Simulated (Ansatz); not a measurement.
With PBE in the plane-wave PAW code Ansatz, CoNiN2 in the trigonal phase (R-3m; Co on 3b, Ni on 3a, N on 6c) relaxes to a = 2.738 Å, c = 17.229 Å. Co has 6 nearest neighbours from 1.91 Å (octahedral); Ni has 2 nearest neighbours from 1.79 Å (linear). Against the elements it lies at 0.48 eV/atom, with no fitted shifts.

Electronic character: metallic (no gap). The magnetic state found is ferromagnetic. The net moment is 0.06 μB per atom.

The start of the workflow was typed in or built on a structure type; neither database checked (COD, Materials Project) lists it. Its standing as an ambient phase is unchecked. The PBE relaxation kept the symmetry of its start; its stability against distortions is not shown here. Spin order of the final state: ferromagnetic, the only order run, not a proven ground state. Its formation energy is positive at this level, so the cell may be metastable or incomplete. No Hubbard U is applied. The references are the lowest solids computed at this level, not always the standard phases (solids in place of the gases).

Potentials: the earlier of the program's two PAW sets.
